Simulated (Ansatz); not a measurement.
A trial cell of Zr₂PbO, before relaxation:

```
Zr Pb O
1.0
     4.23414    0.00000    0.00000
     0.00000    4.23414    0.00000
     0.00000    0.00000    8.42200
Zr Pb O
4 2 2
Cartesian
  0.0000 0.0000 0.0000
  2.1171 2.1171 0.0000
  0.0000 2.1171 5.6822
  2.1171 0.0000 2.7398
  0.0000 2.1171 2.5306
  2.1171 0.0000 5.8914
  0.0000 2.1171 7.6997
  2.1171 0.0000 0.7223
```

Computed with Ansatz 0.2.0, DFT PBE, scalar-relativistic, plane waves, PAW. Cutoff 420 eV, Gaussian smearing, Γ-centred meshes. Cell and atoms relax first on a coarse mesh and then on a finer one. In between, the cell is made exact in the group found at 0.06 Å. In metals the finer mesh still leaves noise of several meV/atom or more. The steps can't lower the symmetry of their start. No spin polarisation in the relaxation; trial moments died out in a coarse test.

A guess keeps its type if space group and coordination stay and the shape of the cell changes little (axis ratios within about 15 %, angles within 6°); the volume may change.

Problem. Does this structure survive the relaxation?

Solution. It keeps its type. The symmetry stays P4/nmm (No. 129). The volume per atom grows by 2.3 %, from 18.9 to 19.3 Å³. The shortest distance goes from 2.02 Å (Zr–O) to 2.21 Å (Zr–O). The ratio c/a of the conventional cell changes by a factor of 0.97. Counting neighbours within 15 % of an atom's shortest distance, the start has O 5, Pb 10, Zr 1/4 and the end O 5, Pb 10, Zr 1/4.

The last run used a 10×10×6 mesh (in the run's order of axes) for its 8-atom cell and Gaussian smearing of 0.10 eV. Spin–orbit coupling, which can matter for Pb, is left out. A structure relaxed within its symmetry needn't be a true minimum.

In counts of neighbours, a slash parts the counts of unlike sites.
